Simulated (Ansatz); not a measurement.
## Is this PdPtSe4 structure stable?

The cell was found from a structure generator's guess, not taken from experiment.

The calculation used Ansatz 0.2.0, DFT PBE, scalar-relativistic, plane waves, PAW. Settings of the last relaxation (6-atom cell): 420 eV, 12×12×4 k points, Gaussian smearing of 0.10 eV, no spin polarisation.

```cif
data_structure
_symmetry_space_group_name_H-M 'P 1'
_symmetry_Int_Tables_number 1
_cell_length_a 3.7932
_cell_length_b 3.7932
_cell_length_c 10.3054
_cell_angle_alpha 90.000
_cell_angle_beta 90.000
_cell_angle_gamma 120.000
_cell_volume 128.41
loop_
_atom_site_label
_atom_site_type_symbol
_atom_site_fract_x
_atom_site_fract_y
_atom_site_fract_z
_atom_site_occupancy
Pd1 Pd 0.00000 0.00000 0.50000 1
Pt1 Pt 0.00000 0.00000 0.00000 1
Se1 Se 0.33333 0.66667 0.12518 1
Se2 Se 0.33333 0.66667 0.62470 1
Se3 Se 0.66667 0.33333 0.37530 1
Se4 Se 0.66667 0.33333 0.87482 1
```

Energies over the elements count from the elements' standard structures at the same level, with no fitted energy shifts.

Problem. These tests were run: energy against the elements; phonons on a 2×2×1 q mesh; elastic tensor. What do they show?

Solution.

```
                       test                         result
energy against the elements                  −0.33 eV/atom
  phonons on a 2×2×1 q mesh  no imaginary mode on the mesh
             elastic tensor        least eigenvalue 12 GPa
```

It fails none of these tests outright. Other phases of the system weren't compared here, so this isn't yet thermodynamic stability. Undecided within the accuracy: elastic tensor.

Weakly bound directions are ill-defined at this level, which has no dispersion term. These runs have no spin–orbit coupling, which can matter for Pt. The reference form of Se is held partly by dispersion forces, which this level lacks. The run for the phonons used a 12×12×4 k mesh and Fermi–Dirac smearing of 0.15 eV. The run for the elastic tensor used a 12×12×4 k mesh and Fermi–Dirac smearing of 0.15 eV.
